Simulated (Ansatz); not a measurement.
A sound run on NaTiO2 (R-3m), total moment held at 0.1 μB (DFT, LDA, PAW with Ansatz's default frozen-core files, scalar-relativistic (Ansatz)):

```yaml
crystal:
  lattice:
    - [1.50659145, 0.8698309792, 5.3990454898]
    - [-1.50659145, 0.8698309792, 5.3990454898]
    - [0.0, -1.7396619584, 5.3990454898]
  atoms:
    - { symbol: Na, position: [0.0, 0.0, 0.0] }
    - { symbol: Ti, position: [0.5, 0.5, 0.5], spin: 0.1 }
    - { symbol: O, position: [0.76380361, 0.76380361, 0.76380361] }
    - { symbol: O, position: [0.23619639, 0.23619639, 0.23619639] }
magnetization:
  spin_polarized: true
  initial_magnetization: 0.1
  spin_locking: { lock_magnetization: hard }
kpoints:
  mp_grid: { grid: [10, 10, 10] }
scf:
  occupations: { method: fermi_dirac, width: 0.03 }
  lower_state_search: "off"
hamiltonian:
  xc: lda
  pseudopotentials: { kind: paw }
output:
  forces: true
  stress: true
  eigenvalues: true
```

It converged in 10 iterations. Site moments (μB): Na1 0.00, Ti2 0.06, O3 0.00, O4 0.00. Cell moment 0.10 μB. Pressure -9.73 GPa.

The input is then changed, output keys apart:

```diff
+  hubbard: { sites: [{ species: Ti, l: d, u_eff: 1.0 }], double_counting: fll }
```

Problem. What happens?

Solution. The calculation finished and met its thresholds. Free energy -5031.7648 eV against -5032.7122 eV (not comparable, since the functional, the files or the filling changed), cell moment 0.10 μB, pressure -9.09 GPa.
```
Warning: output.stress: scf.convergence.dr2_threshold = 1e-7 eV (the SCF's general default) is looser than the 4e-10 eV advised for a printed stress (1e-10 eV for each atom of the cell: 4). What an SCF threshold leaves in a stress goes as its square root, and in the free energy as the threshold itself, and one threshold admits the most on a small cell: of the crystals measured, under no hybrid fun …
basis.fft_grid_basis auto: the FFT boxes are laid along the combinations [[1, 0, -1], [0, 1, -1], [0, 0, 1]] of the cell's own vectors, 3.013, 3.013 and 5.672 Å long. The dense box has 24×24×40 points. Along the cell's own vectors, as sized, it would have 40×40×40, 2.78 times as many. Of the 12 symmetry operations that the crystal satisfies within crystal.symmetry.tolerance (time reversal apart; o …
Na: projections on atomic orbitals take those of the free atom [He] 2s2 2p6 3s1, of charge +0.00 (hamiltonian.pseudopotentials.projection_atoms); the dataset's partial waves leave at most 1.8e-8 of an orbital's norm unspanned inside its sphere
Ti: projections on atomic orbitals take those of the free atom [Ne] 3s2 3p6 3d2 4s2, of charge +0.00 (hamiltonian.pseudopotentials.projection_atoms); the dataset's partial waves leave at most 4.1e-7 of an orbital's norm unspanned inside its sphere
O: projections on atomic orbitals take those of the free atom [He] 2s2 2p4, of charge +0.00 (hamiltonian.pseudopotentials.projection_atoms); the dataset's partial waves leave at most 1.9e-8 of an orbital's norm unspanned inside its sphere
Engine: ansatz 0.2.0
Pseudopotentials: kind: paw
Pseudopotential: Na, paw, valence charge 9, recommended cutoff 420 eV (normal), Na.paw.azcp
Pseudopotential: Ti, paw, valence charge 12, recommended cutoff 420 eV (normal), Ti.paw.azcp
Pseudopotential: O, paw, valence charge 6, recommended cutoff 420 eV (normal), O.paw.azcp
Functional definition: SPW92
  exchange = slater_x
  correlation = pw_c
[...]
  atom   4  O      0.00000000    -0.00000000    -0.17911449
  max |Σ_I F_I| component: 2.78e-17 eV/Å
--- Stress (GPa, compression-positive) ---
      -11.233847       0.000000       0.000000
        0.000000     -11.233847      -0.000000
        0.000000      -0.000000      -4.810885
  P = ⅓ Tr σ = -9.0929 GPa (-90.929 kbar)
--- Band table (eV; the first three rows and the last of 232) ---
  k-point 0 ↑: bands = ["-46.5587", "-40.4112", "-23.1183", "-22.9535", "-22.9535", "-13.0092", "-12.8461", "-12.8461", "-8.8096", "-7.4573", "3.7200", "5.5569", "5.5569", "7.2429", "7.6997", "7.6997", "11.5847", "11.5847", "12.2007", "13.3217", "14.4558"]
  k-point 1 ↑: bands = ["-46.5527", "-40.4088", "-23.1061", "-23.0038", "-22.9633", "-12.9998", "-12.8746", "-12.8512", "-8.6939", "-7.4908", "3.8876", "5.3559", "5.6100", "7.1945", "7.3648", "7.5491", "11.5684", "11.7553", "12.2407", "13.6839", "14.3295"]
  k-point 2 ↑: bands = ["-46.5367", "-40.4025", "-23.1350", "-23.0726", "-22.9891", "-12.9756", "-12.9460", "-12.8644", "-8.3977", "-7.5686", "4.3072", "5.0546", "5.7304", "6.1341", "7.2351", "7.4231", "11.4362", "12.1326", "12.4095", "13.7558", "14.5010"]
  k-point 115 ↓: bands = ["-46.4793", "-40.4115", "-23.0392", "-22.8758", "-22.8758", "-13.0347", "-12.8459", "-12.8459", "-8.5590", "-7.7067", "4.5457", "5.6129", "5.6129", "5.9583", "7.6318", "7.6318", "11.7164", "11.7164", "12.3508", "14.5464", "14.5464"]
Occupation matrices written to <dir>
```
